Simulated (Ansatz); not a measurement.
Values for one crystal, relaxed and computed with the program Ansatz at the r²SCAN level (PAW); other levels are named.

Volume per atom: 12.26 Å³
Electronic character: metallic (no gap)
Gap with spin–orbit coupling: none (metallic)
Density of states at the Fermi level: 0.54 states/eV per atom (mean over ±0.08 eV)
Bulk modulus (Birch–Murnaghan fit): 203 GPa
Pressure derivative B′: 4.6
Formation energy from the elements (no fitted shifts): -1.21 eV/atom

### Question
Pick the material that matches.
A. LaSi2Ir2, I4/mmm (Si on 4e, Ir on 4d, La on 2a)
B. La5Si4, P4_12_12 (Pearson symbol tP36)
C. Hf2Si, I4/mcm (Hf on 8h, Si on 4a)
D. NbSiO, P4/nmm (Nb on 2c, Si on 2a, O on 2c)

### Answer
D, NbSiO, P4/nmm (Nb on 2c, Si on 2a, O on 2c)

The start of the workflow was typed in or built on a structure type; neither database checked (COD, Materials Project) lists it. Whether it is the stable phase at ambient conditions was not checked. The r²SCAN relaxation kept the symmetry of its start; its stability against distortions is not shown here. The workflow began spin-polarised and lost its moments. The references are the lowest solids computed at this level, not always the standard phases (solids in place of the gases). Scalar-relativistic: spin–orbit coupling is off unless named, which matters more the heavier the elements.

Potentials: the later of the program's two PAW sets.
